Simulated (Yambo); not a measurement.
BSE-type run in Yambo on BN (space group P6_3/mmc, No. 194), at finite momentum (a q point of the mesh, 0.41 1/Å).

Quantum ESPRESSO step (PBE, PseudoDojo standard norm-conserving files, scalar-relativistic):
```
&CONTROL
  calculation = 'nscf'
  pseudo_dir = './pseudo'
  outdir = './out'
/
&SYSTEM
  ibrav = 0
  nat = 4
  ntyp = 2
  ecutwfc = 84.0
  ecutrho = 336.0
  occupations = 'fixed'
  force_symmorphic = .true.
  nbnd = 27
/
&ELECTRONS
  conv_thr = 4e-09
  diago_full_acc = .true.
  diago_thr_init = 1e-08
/
ATOMIC_SPECIES
B 10.8100 B.upf
N 14.0070 N.upf
CELL_PARAMETERS angstrom
  2.512429911000   0.000000000000   0.000000000000
 -1.256214956000   2.175828128000   0.000000000000
  0.000000000000   0.000000000000   7.707260000000
ATOMIC_POSITIONS crystal
B   0.333333333000   0.666666667000   0.250000000000
B   0.666666667000   0.333333333000   0.750000000000
N   0.333333333000   0.666666667000   0.750000000000
N   0.666666667000   0.333333333000   0.250000000000
K_POINTS automatic
12 12 4 0 0 0
```

Yambo input:
```
rim_cut
optics
bse
bss
dipoles
em1s
RandQpts= 1000000
RandGvec= 1 Ry
FFTGvecs= 40 Ry
Chimod= "HARTREE"
BSKmod= "SEX"
BSEmod= "resonant"
BSSmod= "hs"
BSENGexx= 15 Ry
BSENGBlk= 4 Ry
% KfnQP_E
 1.765 | 1.0 | 1.0 |
%
% BSEQptR
 3 | 3 |
%
% BSEBands
 5 | 10 |
%
% BEnRange
 0.0 | 12.1 | eV
%
% BDmRange
 0.15 | 0.15 | eV
%
BEnSteps= 242
% BLongDir
 1.0 | 0.0 | 0.0 |
%
BSHayTrs= -0.02
BSSNEig= 24
WRbsWF
% BndsRnXs
 1 | 22 |
%
NGsBlkXs= 4 Ry
% LongDrXs
 1.0 | 1.0 | 1.0 |
%
```

From the report:

The dimension is k points × valence × conduction bands = 576 × 4 × 2 = 4608.
```
   [SLEPC] Approach                          : Krylov-Schur
   [SLEPC] Number of requested eigenvalues   :  24
   [SLEPC] Number of eigenvalues        [NEV]:  24
    [K] Dimension                                    :   4608
    [K] Bands                                        :   5  10
    [K] Exchange res                                 : yes
    [K] Correlation res                              : yes
    [K] W interaction is bare                        : no
    [K] RL vectors exchange                          :  265
    [K] RL vectors correlation                       :   51
    [W] Matrix size                                  :   51
    [W] Bands                                        :   1  22
    [W] Coulomb Cutoff                               : none
    [W] Hxc Kernel                                   : HARTREE
```
Lowest eigenvalues (eV; in brackets the number of states within 2 meV): 5.35 (4), 5.96 (1), 5.96 (2), 5.96 (1), 5.98 (1), 5.98 (2). They depend on the mesh, which isn't converged, and on the G0W0 scissor.

Geometry of the Materials Project entry, not relaxed at this level.

The distance between layers or molecules is the database entry's, not relaxed here. Functionals without dispersion can leave it too large, which widens gaps and weakens the response across layers: the numbers belong to this cell.
